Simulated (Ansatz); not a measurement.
ZnO:
```yaml
crystal:
  lattice:
    - [2.97724, 0.00000, 0.00000]
    - [-1.48862, 2.57836, 0.00000]
    - [0.00000, 0.00000, 5.12606]
  atoms:
    - { symbol: Zn, position: [0.00000, 0.00000, 0.00000] }
    - { symbol: Zn, position: [0.00000, 0.00000, 0.50000] }
    - { symbol: O, position: [0.33333, 0.66667, 0.25000] }
    - { symbol: O, position: [0.66667, 0.33333, 0.75000] }
```

Relaxed with r²SCAN.

Task: Give the Bader charges and basin volumes of the independent atoms, DFT-r²SCAN in the program Ansatz with PAW potentials.

Result: 

| atom | Bader charge (e) | Bader volume (Å³) |
|---|---|---|
| Zn1 | +1.31 | 8.5 |
| O3 | -1.31 | 11.2 |

Space group P6_3/mmc (NiAs type). The start of the workflow was typed in or built on a structure type; the Crystallography Open Database copy checked does not list it. It is not the phase usual at ambient conditions (space group No. 186). The cell was relaxed with r²SCAN under the symmetry of its start; whether a distortion lowers the energy is not shown.

Potentials: the earlier of the program's two PAW sets. The files were generated under PBE; for other functionals the program regenerates the frozen cores, and for LDA and PBEsol the local potential too.
